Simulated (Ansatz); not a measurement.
A relaxation computed with Ansatz, from input to last step.

```yaml
crystal:
  lattice:
    - [-1.6663485935, 1.6663485935, 7.4842034091]
    - [1.6663485935, -1.6663485935, 7.4842034091]
    - [1.6663485935, 1.6663485935, -7.4842034091]
  atoms:
    - { symbol: Nb, position: [0.4000188892, 0.4000188892, 0.0] }
    - { symbol: Nb, position: [0.5999811108, 0.5999811108, 0.0] }
    - { symbol: Nb, position: [0.0, 0.0, 0.0] }
    - { symbol: Au, position: [0.1996998841, 0.1996998841, 0.0] }
    - { symbol: Au, position: [0.8003001159, 0.8003001159, 0.0] }
basis:
  ecutwfc: 500
kpoints:
  mp_grid: { grid: [14, 14, 14] }
hamiltonian:
  xc: r2scan
scf:
  occupations: { method: gaussian, width: 0.1 }
output:
  forces: true
  stress: true
  eigenvalues: true
relax:
  adjacent_minimum: "off"
  f_tol: 0.01
  max_steps: 30
  cell: { stress_tol: 0.1, fix: [volume] }
```

```bash
ansatz run input.yaml --threads 1 --pin off --max-ram 2560MiB --backend cpu --events-out ev --progress --plain --runs-dir out
```

Level of theory: DFT r2SCAN, scalar-relativistic, plane waves, PAW (Ansatz).

The volume is held at 0.94 times that of the relaxed cell.

Of 5 frames 4 are shown, positions in Å and forces in eV/Å; the SCF threshold varies from step to step. Steps run on the plane waves of an earlier cell, with a Pulay correction in the pressure. The basis is chosen afresh for the last frame, the zero of the energies, and at times for earlier ones too; energy and pressure can step there, also at an unchanged geometry. Where two frames share a geometry here, they differ by under 2 meV/atom and 0.3 GPa. The mark taken_back stands on steps that the optimiser undid.

```xyz
5
Lattice="-1.6663 1.6663 7.4842 1.6663 -1.6663 7.4842 1.6663 1.6663 -7.4842" Properties=species:S:1:pos:R:3:forces:R:3 pbc="T T T" step=1 free_energy_over_end_meV_per_atom=0.05 pressure_GPa=13.25
Nb    0.0000    0.0000    5.9876    0.0000    0.0000    0.0214
Nb    0.0000    0.0000    8.9808    0.0000    0.0000   -0.0214
Nb    0.0000    0.0000    0.0000    0.0000    0.0000    0.0000
Au    0.0000    0.0000    2.9892    0.0000    0.0000    0.0605
Au    0.0000    0.0000   11.9792    0.0000    0.0000   -0.0605
5
Lattice="-1.6644 1.6644 7.5013 1.6644 -1.6644 7.5013 1.6644 1.6644 -7.5013" Properties=species:S:1:pos:R:3:forces:R:3 pbc="T T T" step=2 free_energy_over_end_meV_per_atom=0.15 pressure_GPa=13.17 taken_back
Nb    0.0000    0.0000    6.0029    0.0000    0.0000   -0.0056
Nb    0.0000    0.0000    8.9997    0.0000    0.0000    0.0056
Nb    0.0000    0.0000    0.0000    0.0000    0.0000    0.0000
Au    0.0000    0.0000    3.0049    0.0000    0.0000   -0.0968
Au    0.0000    0.0000   11.9977    0.0000    0.0000    0.0968
5
Lattice="-1.6659 1.6659 7.4886 1.6659 -1.6659 7.4886 1.6659 1.6659 -7.4886" Properties=species:S:1:pos:R:3:forces:R:3 pbc="T T T" step=3 free_energy_over_end_meV_per_atom=0.00 pressure_GPa=13.21
Nb    0.0000    0.0000    5.9929    0.0000    0.0000   -0.0111
Nb    0.0000    0.0000    8.9843    0.0000    0.0000    0.0111
Nb    0.0000    0.0000    0.0000    0.0000    0.0000    0.0000
Au    0.0000    0.0000    2.9944    0.0000    0.0000   -0.0011
Au    0.0000    0.0000   11.9828    0.0000    0.0000    0.0011
5
Lattice="-1.6657 1.6657 7.4902 1.6657 -1.6657 7.4902 1.6657 1.6657 -7.4902" Properties=species:S:1:pos:R:3:forces:R:3 pbc="T T T" step=5 free_energy_over_end_meV_per_atom=0.00 pressure_GPa=13.22
Nb    0.0000    0.0000    5.9932    0.0000    0.0000    0.0077
Nb    0.0000    0.0000    8.9872    0.0000    0.0000   -0.0077
Nb    0.0000    0.0000    0.0000    0.0000    0.0000    0.0000
Au    0.0000    0.0000    2.9951    0.0000    0.0000   -0.0016
Au    0.0000    0.0000   11.9853    0.0000    0.0000    0.0016
```

Time: 3.7 min on 1 thread of Intel(R) Xeon(R) 6975P-C (Granite Rapids) (shared host), peak memory 1.1 GiB.

Spin–orbit coupling is left out, which can shift energies with elements as heavy as these.